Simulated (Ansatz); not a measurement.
Convergence notes, G0W0 on MgS (Fm-3m)

MgS (Fm-3m) from a database of computed structures, relaxed with r2SCAN; one-shot G0W0 in Ansatz without spin-orbit coupling. Spin-unpolarised throughout; all numbers are computed.

```
CELL_PARAMETERS angstrom
0.00000 2.60152 2.60152
2.60152 0.00000 2.60152
2.60152 2.60152 0.00000
ATOMIC_POSITIONS crystal
Mg 0.00000 0.00000 0.00000
S 0.50000 0.50000 0.50000
```

Gaps are read over the mesh points alone. G0W0 here is at a finite number of bands, screening cutoff and k mesh, not at the basis limit.
```
 start       potentials      frequency model   mesh  empty bands  screening cutoff (eV)  Kohn-Sham gap (eV)  G0W0 gap (eV)
   PBE              PAW  contour deformation  6×6×6          105                    120                2.79           4.14
   PBE              PAW  contour deformation  6×6×6          260                    220                2.79           4.28
   PBE              PAW  contour deformation  6×6×6          479                    300                2.79           4.33
 HSE06              PAW  contour deformation  6×6×6          260                    220                3.80           4.77
r2SCAN              PAW  contour deformation  6×6×6          260                    220                3.46           4.65
  PBE0              PAW  contour deformation  6×6×6          260                    220                4.53           4.96
   PBE              PAW     Godby-Needs pole  6×6×6          260                    220                2.79           4.24
   PBE              PAW  contour deformation  8×8×8           57                     80                2.79           4.04
   PBE  norm-conserving  contour deformation  6×6×6          260                    220                2.79           4.24
```

The quasiparticle gap on this mesh is 4.33 eV (Γ to X), against 2.79 eV from PBE: +1.54 eV. Renormalisation factors Z lie between 0.76 and 0.82.

Raising bands and cutoff together moves the gap by +0.14 eV (120 to 220 eV), then +0.05 eV (220 to 300 eV); the last step is still large, so the basis limit isn't reached. Starting from HSE06 (3.80 eV against PBE's 2.79 eV) gives 4.77 eV, +0.49 eV from G0W0@PBE at the same screening cutoff. Starting from r2SCAN (3.46 eV against PBE's 2.79 eV) gives 4.65 eV, +0.37 eV from G0W0@PBE at the same screening cutoff. Starting from PBE0 (4.53 eV against PBE's 2.79 eV) gives 4.96 eV, +0.68 eV from G0W0@PBE at the same screening cutoff. The Godby-Needs plasmon pole differs from contour deformation by -0.04 eV. Norm-conserving potentials (wave cutoff 1143 eV against 420 eV) shift the quasiparticle gap by -0.04 eV and the PBE gap by 0.00 eV. r2SCAN runs take a wave cutoff of 500 eV.
